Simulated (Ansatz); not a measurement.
Given:

ZnNi:
```cif
data_NiZn
_chemical_formula_sum 'Zn1 Ni1'
_space_group_name_H-M_alt 'Pm-3m'
_space_group_IT_number 221
_space_group_name_Hall '-P 4 2 3'
_cell_length_a 2.84175
_cell_length_b 2.84175
_cell_length_c 2.84175
_cell_angle_alpha 90.000
_cell_angle_beta 90.000
_cell_angle_gamma 90.000
loop_
_atom_site_label
_atom_site_type_symbol
_atom_site_symmetry_multiplicity
_atom_site_Wyckoff_symbol
_atom_site_fract_x
_atom_site_fract_y
_atom_site_fract_z
_atom_site_occupancy
Zn1 Zn 1 b 0.50000 0.50000 0.50000 1
Ni1 Ni 1 a 0.00000 0.00000 0.00000 1
```

This is the PBEsol-relaxed structure.

Problem. All from the program Ansatz at the PBEsol level (PAW), unless another level is named. Give the formation energy from the elements (no fitted shifts).

Solution. -0.26 eV/atom.

Problem. Give the density of states at the Fermi level.

Solution. 0.65 states/eV per atom (mean over ±0.08 eV).

The workflow started from a Materials Project entry (that database holds measured and hypothetical structures alike); the Crystallography Open Database files this formula in space group No. 221, but the cells were not matched. Its standing as an ambient phase is unchecked. Symmetry was held in the PBEsol relaxation. At this level the phase is mechanically unstable. No spin polarisation was allowed. The references are the lowest solids computed at this level, not always the standard phases.

Potentials: the later of the program's two PAW sets.
